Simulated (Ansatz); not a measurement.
# Data sheet: HfSi2 (DFT)

HfSi$_{2}$:
```
HfSi2
1.0
    4.06034     0.00000     0.00000
   -2.03017     3.51636     0.00000
    0.00000     0.00000     3.47141
Hf Si
1 2
Direct
  0.00000   0.00000   0.00000
  0.33333   0.66667   0.50000
  0.66667   0.33333   0.50000
```

Space group P6/mmm (No. 191); conventional cell a = b = 4.0603 Å, c = 3.4714 Å, α = β = 90.00°, γ = 120.00°.

Method: PBE (plane waves, PAW; program Ansatz). Structure relaxed to zero pressure with the same functional. Other levels are named where they apply.

**Cell and energy**

```
Item                                                           Value
-----------------------------------------------------  -------------
Volume per atom                                             16.52 Å³
Density                                                   7.86 g/cm³
Formation energy from the elements (no fitted shifts)  -153 meV/atom
```

**Electronic structure**

```
Property                                                                     Value
------------------------------------  --------------------------------------------
Electronic character                                             metallic (no gap)
Density of states at the Fermi level  0.50 states/eV per atom (mean over ±0.08 eV)
```

**Mechanics**

```
Property                              Value
----------------------------------  -------
Bulk modulus (Birch–Murnaghan fit)  120 GPa
Pressure derivative B′                  4.3
```

A made-up cell: these elements were put on the sites of a structure type; neither database checked (COD, Materials Project) lists it. COD files the formula under space group No. 63, so this cell is another polymorph or a model. Whether it is the stable phase at ambient conditions was not checked. The PBE relaxation kept the symmetry of its start; its stability against distortions is not shown here. No spin polarisation was allowed. The references are the lowest solids computed at this level, not always the standard phases. Spin–orbit coupling is left out wherever it is not named.

Potentials: the later of the program's two PAW sets.
